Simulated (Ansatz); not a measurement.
CaO:
```
CaO
1.0
    0.00000     2.39206     2.39206
    2.39206     0.00000     2.39206
    2.39206     2.39206     0.00000
Ca O
1 1
Direct
  0.00000   0.00000   0.00000
  0.50000   0.50000   0.50000
```

Relaxed with r²SCAN+D4.

Task: Map the electron localisation function on the plane through (0.000, 0.000, 0.000) spanned by u = [1, 0, 0] and v = [0, 1, -1] in lattice vectors, from plane-wave PAW r²SCAN+D4 (Ansatz code).

Result: x is the fraction of u, y of v (the angle between them is 90°; rows are the nearest grid lines); atoms in the plane: Ca at (0.00, 0.00), O at (0.50, 0.50).
```
y \ x   0.000  0.118  0.176  0.294  0.353  0.471  0.529  0.647  0.706  0.824  0.882   1.00
------  -----  -----  -----  -----  -----  -----  -----  -----  -----  -----  -----  -----
1.00    0.719  0.847  0.857  0.375  0.055  0.032  0.032  0.055  0.375  0.857  0.847  0.719
0.941   0.775  0.856  0.851  0.296  0.047  0.059  0.059  0.047  0.296  0.851  0.856  0.775
0.824   0.858  0.818  0.646  0.064  0.129  0.543  0.543  0.129  0.064  0.646  0.818  0.858
0.765   0.767  0.569  0.228  0.136  0.433  0.742  0.742  0.433  0.136  0.228  0.569  0.767
0.706   0.369  0.129  0.065  0.448  0.722  0.821  0.821  0.722  0.448  0.065  0.129  0.369
0.588   0.026  0.108  0.371  0.802  0.823  0.628  0.628  0.823  0.802  0.371  0.108  0.026
0.529   0.032  0.227  0.542  0.822  0.805  0.327  0.327  0.805  0.822  0.542  0.227  0.032
0.471   0.032  0.227  0.542  0.822  0.805  0.327  0.327  0.805  0.822  0.542  0.227  0.032
0.412   0.026  0.108  0.371  0.802  0.823  0.628  0.628  0.823  0.802  0.371  0.108  0.026
0.294   0.369  0.129  0.065  0.448  0.722  0.821  0.821  0.722  0.448  0.065  0.129  0.369
0.235   0.767  0.569  0.228  0.136  0.433  0.742  0.742  0.433  0.136  0.228  0.569  0.767
0.176   0.858  0.818  0.646  0.064  0.129  0.543  0.543  0.129  0.064  0.646  0.818  0.858
0.0588  0.775  0.856  0.851  0.296  0.047  0.059  0.059  0.047  0.296  0.851  0.856  0.775
0.000   0.719  0.847  0.857  0.375  0.055  0.032  0.032  0.055  0.375  0.857  0.847  0.719
```

The density is the valence pseudo-density with augmentation charge, so density and ELF within about 1 Å of a nucleus are not all-electron values.

Space group Fm-3m (rock salt). Symmetry was held in the r²SCAN+D4 relaxation.

Potentials: the later of the program's two PAW sets.
